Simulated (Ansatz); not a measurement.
A relaxed cell of Si₂Mo (P6₂22 (No. 180)), relaxed on a k-mesh at least as fine as the one used below. Method: r2SCAN (plane waves to 500 eV, PAW, scalar-relativistic; Ansatz, a first-principles code). Γ-centred k-mesh 8×8×5 on the run's cell, Fermi–Dirac smearing 0.05 eV.

```yaml
crystal:
  lattice:
    - [4.58391, 0.00000, 0.00000]
    - [-2.29196, 3.96978, 0.00000]
    - [0.00000, 0.00000, 6.57712]
  atoms:
    - { symbol: Mo, position: [0.50000, 0.00000, 0.00000] }
    - { symbol: Mo, position: [0.50000, 0.50000, 0.33333] }
    - { symbol: Mo, position: [0.00000, 0.50000, 0.66667] }
    - { symbol: Si, position: [0.16388, 0.32775, 0.00000] }
    - { symbol: Si, position: [0.83612, 0.16388, 0.33333] }
    - { symbol: Si, position: [0.67225, 0.83612, 0.66667] }
    - { symbol: Si, position: [0.83612, 0.67225, 0.00000] }
    - { symbol: Si, position: [0.16388, 0.83612, 0.33333] }
    - { symbol: Si, position: [0.32775, 0.16388, 0.66667] }
```

The atoms are displaced by (Å):

| atom | ux | uy | uz |
|---|---|---|---|
| Mo1 | 0.107 | 0.013 | -0.006 |
| Mo2 | -0.037 | 0.047 | -0.036 |
| Mo3 | -0.071 | 0.046 | 0.004 |
| Si4 | -0.075 | 0.011 | -0.035 |
| Si5 | -0.048 | -0.045 | 0.038 |
| Si6 | -0.142 | 0.049 | 0.007 |
| Si7 | -0.005 | 0.007 | 0.007 |
| Si8 | 0.069 | -0.085 | 0.121 |
| Si9 | -0.043 | 0.032 | 0.143 |

Q: What forces (eV/Å) and pressure result?

A: 
```tsv
atom	Fx	Fy	Fz
Mo1	-2.89	0.03	0.40
Mo2	0.50	-1.42	1.17
Mo3	0.70	-0.91	0.66
Si4	0.91	0.22	1.33
Si5	0.68	0.59	-0.26
Si6	1.22	-0.47	-0.35
Si7	0.12	0.33	0.19
Si8	-1.04	1.45	-1.67
Si9	-0.20	0.19	-1.48
```

Pressure +2.9 GPa.

Q: Estimate the energy cost of the displacement in the harmonic approximation and compare with the calculation.

A: For a harmonic well ΔE = −½ Σ F·u = 0.749 eV a cell, or 83 meV/atom. The calculated energy relative to the undisplaced cell is +0.082 eV/atom, so the harmonic estimate holds well.

No spin polarisation in the result.

The run that gave the undisplaced cell could not lose the symmetry of its start; a randomly shaken copy of 9 atoms returns to this structure.

The first start was generated by placing the elements on the sites of a structure type. Materials Project lists a structure of Si2Mo in the same space group, P6₂22 (No. 180); the sites were not compared with it, nor with measured phases. Known forms of Si2Mo include space group No. 139.
